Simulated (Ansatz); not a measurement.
ZnSnO$_{3}$:
```
CELL_PARAMETERS angstrom
      2.63904     1.52365     4.67033
     -2.63904     1.52365     4.67033
      0.00000    -3.04730     4.67033
ATOMIC_POSITIONS crystal
  Zn 0.29497 0.29497 0.29497
  Zn 0.79497 0.79497 0.79497
  Sn 0.01257 0.01257 0.01257
  Sn 0.51257 0.51257 0.51257
  O  0.72146 0.11606 0.40523
  O  0.40523 0.72146 0.11606
  O  0.11606 0.40523 0.72146
  O  0.90523 0.61606 0.22146
  O  0.22146 0.90523 0.61606
  O  0.61606 0.22146 0.90523
```

PBEsol (plane waves, PAW; program Ansatz) gives a gap of 1.25 eV without spin–orbit coupling, maximum at Γ, minimum at Γ.

### Question
What happens when spin–orbit coupling is switched on?

### Answer
The gap drops by 0.02 eV, to 1.23 eV; maximum at Γ, minimum at Γ.

### Question
Give the electron effective mass with spin–orbit coupling.

### Answer
0.19 mₑ (isotropic).

Space group R3c. Symmetry was held in the PBEsol relaxation.

Potentials: the later of the program's two PAW sets.
